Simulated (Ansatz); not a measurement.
**IrS (rocksalt structure)**

Computed with Ansatz (plane waves, PAW, 500 eV cutoff): r²SCAN, scalar-relativistic, no spin polarisation, 12×12×12 k-mesh, Gaussian smearing of 0.05 eV. The datasets are Ansatz's generated set soft_2.

```xyz
2
Lattice="0.0000 2.4605 2.4605 2.4605 0.0000 2.4605 2.4605 2.4605 0.0000" Properties=species:S:1:pos:R:3 pbc="T T T"
Ir    2.4605    2.4605    2.4605
S     0.0000    0.0000    0.0000
```

The cell came from substitution into a structure type; whether the compound takes it is for experiment to say.

Cell and atoms are those of this level's equilibrium.

The cell has space group Fm-3m (read at 0.01 Å). In it the stress is 0.00, 0.00, 0.00, 0.00, 0.00, 0.00 GPa and the largest force component 0.000 eV/Å. Each change below starts from this cell, without further relaxation. Stress is in GPa, positive in compression, in the order xx, yy, zz, yz, xz, xy; energies are counted from the cell above and are free energies with the smearing's entropy, which match forces and stress in a metal.

**Question.** What happens when atom 2 (S) is moved by 0.08 Å along z?

**Answer.** The energy changes by -4.0 meV per cell, and the force on it along the shift is 0.086 eV/Å (−F/u = -1.08 eV/Å²). Stress: -0.28, -0.28, 1.73, 0.00, 0.00, 0.00.
```tsv
atom	Fx (eV/Å)	Fy	Fz
Ir1	0.000	0.000	-0.086
S2	0.000	0.000	0.086
```

**Question.** What stress follows from an engineering strain of 2 % in zz, atoms carried along?

**Answer.** -2.24, -2.24, -6.33, 0.00, 0.00, 0.00 GPa; the energy changes by 12.2 meV per cell.
The change of the stress over the strain gives a clamped-atom stiffness of about 316 GPa for this component, a secant value that lies under the elastic constant in tension and over it in compression, by several per cent for each per cent of strain.
In a harmonic crystal the energy would rise by V(½Cε² − σ₀ε), with σ₀ the stress of the unstrained cell, = 11.8 meV, close to the run's value; the rest has the sign of the anharmonic part, which a secant stiffness overstates.

**Question.** All atoms and the cell are disturbed at random:
```
CELL_PARAMETERS angstrom
0.01406 2.48045 2.45528
2.51443 -0.00912 2.47847
2.50622 2.49542 -0.00091
ATOMIC_POSITIONS crystal
Ir 0.49369 0.52023 0.48356
S 0.00631 0.97977 0.01644
```
Give the energy change, the stress and the forces.

**Answer.** 7.2 meV per cell; stress -7.61, -3.49, -3.57, -0.21, -0.18, -0.21 GPa.
| atom | Fx (eV/Å) | Fy | Fz |
| --- | --- | --- | --- |
| Ir1 | 0.033 | -0.162 | 0.007 |
| S2 | -0.033 | 0.162 | -0.007 |

For elements this heavy, spin–orbit coupling would shift levels and gaps; it isn't included here. The cell is a metal with an odd number of electrons, and spin polarisation wasn't tried. A displaced or strained copy of the relaxed cell lay 2.0 meV/atom lower, so the structure isn't a true minimum at this level, unless the mesh, which matters in a metal, makes it so.
